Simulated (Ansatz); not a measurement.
ZnC₂: zone-centre modes at 1 GPa

Method: DFT LDA, scalar-relativistic, plane waves, PAW (Ansatz 0.2.0). Settings: 420 eV plane-wave cutoff, Γ-centred 8×8×8 mesh, fixed occupations. No spin polarisation. Phonons by linear response, acoustic sum rule imposed.

The cell, relaxed at 1 GPa:
```
CELL_PARAMETERS angstrom
-1.93081 1.93081 2.49716
1.93081 -1.93081 2.49716
1.93081 1.93081 -2.49716
ATOMIC_POSITIONS crystal
Zn 0.00000 0.00000 0.00000
C 0.62383 0.62383 0.00000
C 0.37617 0.37617 0.00000
```

Its imaginary modes show that this cell, built by swapping an element in a database structure, isn't a minimum of the energy. The crystal is built of chains and no dispersion correction was added, so the binding between them is poorly described, and with it their spacing and whatever depends on it.

**Question.** Give the high-frequency dielectric tensor ε∞.

**Answer.**
```
4.99 0.00 0.00
0.00 4.99 0.00
0.00 0.00 6.34
```

**Question.** Give the Born effective charges.

**Answer.**
```
       atom Z*xx Z*yy Z*zz mean
Zn (atom 1)   2.48   2.48   1.60   2.19
 C (atom 2)  -1.24  -1.24  -0.80  -1.09
```

Whether ZnC2 exists in this form wasn't checked.